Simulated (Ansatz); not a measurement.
Input, command and steps of an Ansatz relaxation.

```yaml
crystal:
  lattice:
    - [1.2346176367, 0.7128068249, 3.3387336103]
    - [-1.2346176367, 0.7128068249, 3.3387336103]
    - [0.0, -1.4256136498, 3.3387336103]
  atoms:
    - { symbol: C, position: [0.8334288271, 0.8334288271, 0.8334288271] }
    - { symbol: C, position: [0.1665711729, 0.1665711729, 0.1665711729] }
basis:
  ecutwfc: 420
kpoints:
  mp_grid: { grid: [12, 12, 12] }
hamiltonian:
  xc: lda
scf:
  occupations: { method: gaussian, width: 0.02 }
output:
  forces: true
  stress: true
  eigenvalues: true
relax:
  adjacent_minimum: "off"
  f_tol: 0.01
  max_steps: 30
  cell: { stress_tol: 0.1, fix: [volume] }
```

```bash
ansatz run input.yaml --threads 1 --pin off --max-ram 2560MiB --backend cpu --events-out ev --progress --plain --runs-dir out
```

Theory: Ansatz, DFT LDA, scalar-relativistic, plane waves, PAW.

The volume is held at 1.03 times that of the relaxed cell.

Of 6 frames 5 are shown, positions in Å and forces in eV/Å; the SCF threshold varies from step to step. Steps run on the plane waves of an earlier cell, with a Pulay correction in the pressure. The basis is chosen afresh for the last frame, the zero of the energies, and at times for earlier ones too; energy and pressure step there, also at an unchanged geometry.

```xyz
2
Lattice="1.2346 0.7128 3.3387 -1.2346 0.7128 3.3387 0.0000 -1.4256 3.3387" Properties=species:S:1:pos:R:3:forces:R:3 pbc="T T T" step=1 free_energy_over_end_meV_per_atom=6.13 pressure_GPa=-8.27
C     0.0000    0.0000    8.3478    0.0000    0.0000   -0.0018
C     0.0000    0.0000    1.6684    0.0000    0.0000    0.0018
2
Lattice="1.2271 0.7084 3.3800 -1.2271 0.7084 3.3800 0.0000 -1.4169 3.3800" Properties=species:S:1:pos:R:3:forces:R:3 pbc="T T T" step=2 free_energy_over_end_meV_per_atom=0.86 pressure_GPa=-3.32
C     0.0000    0.0000    8.4508    0.0000    0.0000   -0.0054
C     0.0000    0.0000    1.6890    0.0000    0.0000    0.0054
2
Lattice="1.2236 0.7064 3.3994 -1.2236 0.7064 3.3994 0.0000 -1.4128 3.3994" Properties=species:S:1:pos:R:3:forces:R:3 pbc="T T T" step=3 free_energy_over_end_meV_per_atom=0.29 pressure_GPa=-0.96
C     0.0000    0.0000    8.4992    0.0000    0.0000    0.0024
C     0.0000    0.0000    1.6990    0.0000    0.0000   -0.0024
2
Lattice="1.2236 0.7064 3.3994 -1.2236 0.7064 3.3994 0.0000 -1.4128 3.3994" Properties=species:S:1:pos:R:3:forces:R:3 pbc="T T T" step=4 free_energy_over_end_meV_per_atom=0.00 pressure_GPa=-0.92
C     0.0000    0.0000    8.4992    0.0000    0.0000    0.0025
C     0.0000    0.0000    1.6990    0.0000    0.0000   -0.0025
2
Lattice="1.2233 0.7063 3.4007 -1.2233 0.7063 3.4007 0.0000 -1.4126 3.4007" Properties=species:S:1:pos:R:3:forces:R:3 pbc="T T T" step=6 free_energy_over_end_meV_per_atom=0.00 pressure_GPa=-0.76
C     0.0000    0.0000    8.5026    0.0000    0.0000   -0.0007
C     0.0000    0.0000    1.6996    0.0000    0.0000    0.0007
```

Time: 29 s on 1 thread of AMD EPYC (Zen 3) (shared host), peak memory 0.33 GiB.

The cell holds layers, and where no dispersion correction was added their binding is poorly described.